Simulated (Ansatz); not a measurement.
## 17O NMR of the central transition in SiO2

Cell: an entry of the Crystallography Open Database (COD) (the cell was measured well above room temperature) whose atoms were relaxed with PBE, the cell held.

Space group P4_12_12 (No. 92); a = 4.9960, c = 7.0160 Å.

```
site  Wyckoff  site symmetry       x       y       z
  Si       4a            ..2  0.3020  0.3020  0.0000
   O       8b              1  0.2380  0.1100  0.1815
```

One atom of each set is listed.

The numbers come from a DFT calculation in Ansatz (HSE06, plane waves and PAW (field gradients read without the response of the frozen cores, which leaves them typically 4 to 6 % off), scalar-relativistic, 420 eV cutoff, Γ-centred 3×3×2 k-points, Fermi–Dirac smearing 0.02 eV).

17O has I = 5/2 and Q = -25.58 mb (Pyykkö 2018); at 16.4 T its Larmor frequency is ν₀ = 94.7 MHz. Only the quadrupole interaction is simulated: positions count from each site's isotropic chemical shift, and J coupling is left out, as are shift anisotropy and dipolar coupling, which fast spinning averages.

Simulated pattern of one O site (fast magic-angle spinning, Gaussian broadening 0.2 kHz):

(offset (kHz), height): (-6.440, 0), (-6.173, 4), (-5.906, 7), (-5.640, 7), (-5.373, 8), (-5.106, 8), (-4.839, 8), (-4.572, 9), (-4.305, 14), (-4.038, 48), (-3.771, 80), (-3.504, 82), (-3.238, 62), (-2.971, 55), (-2.704, 53), (-2.437, 53), (-2.170, 55), (-1.903, 59), (-1.636, 67), (-1.369, 90), (-1.102, 100), (-0.836, 71), (-0.569, 24), (-0.302, 0)

Q: Which |C_Q| and η does the pattern imply?

A: The pattern spans 5.59 kHz before broadening and its centre of gravity is at -2.49 kHz, which fixes P_Q; the places of the horns and steps fix η. That gives P_Q = 6.27 MHz, |C_Q| = 6.24 MHz and η = 0.17. The sign of C_Q can't be read from the pattern.

At O V_zz runs parallel to the line that joins its two neighbours (within 1°).

At this cell the principal stresses reach 5 GPa in size with HSE06, which can matter for small gradients. The largest force is 0.4 eV/Å, so the atoms aren't at the calculated equilibrium and relaxing them would move these values.
